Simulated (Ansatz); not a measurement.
A geometry of Ga2O3 away from equilibrium: the start of the relaxation of a generated cell, Ga2O3 placed in the stibnite structure type. All values below come from PBEsol (plane waves to 420 eV, PAW, scalar-relativistic; Ansatz, a quantum-chemistry and plane-wave program). Γ-centred k-mesh 3×7×3 on the run's cell (coarser than for final values), Fermi–Dirac smearing 0.05 eV.

```xyz
20
Lattice="8.3869 0.0000 0.0000 0.0000 2.8469 0.0000 0.0000 0.0000 8.3445" Properties=species:S:1:pos:R:3 pbc="T T T"
Ga     8.1405     0.7117     1.4518
Ga     3.9471     0.7117     2.7205
Ga     0.2463     2.1352     6.8927
Ga     4.4398     2.1352     5.6240
Ga     5.4463     0.7117     8.0438
Ga     1.2529     0.7117     4.4729
Ga     2.9405     2.1352     0.3007
Ga     7.1340     2.1352     3.8716
O      2.4506     0.7117     1.6006
O      6.6441     0.7117     2.5717
O      5.9362     2.1352     6.7439
O      1.7428     2.1352     5.7728
O      3.7774     0.7117     7.3181
O      7.9709     0.7117     5.1986
O      4.6094     2.1352     1.0264
O      0.4160     2.1352     3.1459
O      5.2384     0.7117     4.6821
O      1.0450     0.7117     7.8346
O      3.1484     2.1352     3.6624
O      7.3419     2.1352     0.5098
```

Q: Which atoms carry the largest force, and which way does it point?

A: 2.55 eV/Å, on O9, O10, O11, O12 (atoms numbered as listed); on O9 its components are (-0.47, 0.00, -2.50).

Q: What is the pressure?

A: +2.8 GPa, compression positive.

No spin polarisation in the result.

The run could not lose the symmetry of its start: the end is stationary, and may be a saddle point rather than a minimum.

The end of the path is a generated cell of Ga2O3: the first start was made by placing the elements on the sites of a structure type, and the end was not matched to a known phase here, so it may be hypothetical. Known forms of Ga2O3 include space group No. 12, 167.
